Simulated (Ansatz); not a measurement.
One starting cell of Li (a generated cell, Li built in the AFLOW prototype A_hP3_152_a (A8, as in Se)) was relaxed twice with Ansatz (plane waves, PAW, scalar-relativistic): with r2SCAN at 500 eV and with PBE at 420 eV. The r2SCAN result:

```cif
data_Li2
_chemical_formula_sum 'Li2'
_space_group_name_H-M_alt 'Im-3m'
_space_group_IT_number 229
_space_group_name_Hall '-I 4 2 3'
_cell_length_a 3.47692
_cell_length_b 3.47692
_cell_length_c 3.47692
_cell_angle_alpha 90.000
_cell_angle_beta 90.000
_cell_angle_gamma 90.000
loop_
_atom_site_label
_atom_site_type_symbol
_atom_site_symmetry_multiplicity
_atom_site_Wyckoff_symbol
_atom_site_fract_x
_atom_site_fract_y
_atom_site_fract_z
_atom_site_occupancy
Li1 Li 2 a 0.00000 0.00000 0.00000 1
```
(The calculation used a cell of 1 atom; values per cell refer to that cell.)

| quantity | r2SCAN | PBE |
|---|---|---|
| space group | Im-3m | Im-3m |
| volume (Å³/atom) | 21.02 | (withheld) |
| a (Å) | 3.477 | (withheld) |
| gap (eV, no spin-orbit coupling) | 0.00 | (withheld) |

**Question.** Fill in the PBE column.

**Answer.** 
- volume (Å³/atom), PBE: 20.26
- a (Å), PBE: 3.435
- gap (eV, no spin-orbit coupling), PBE: 0.00

Both levels end in the same structure; PBE's volume is 3.6 % smaller. Neither column is exact.

No spin polarisation in the result.

The run could not lose the symmetry of its start.

Ansatz is a program for electronic structure.
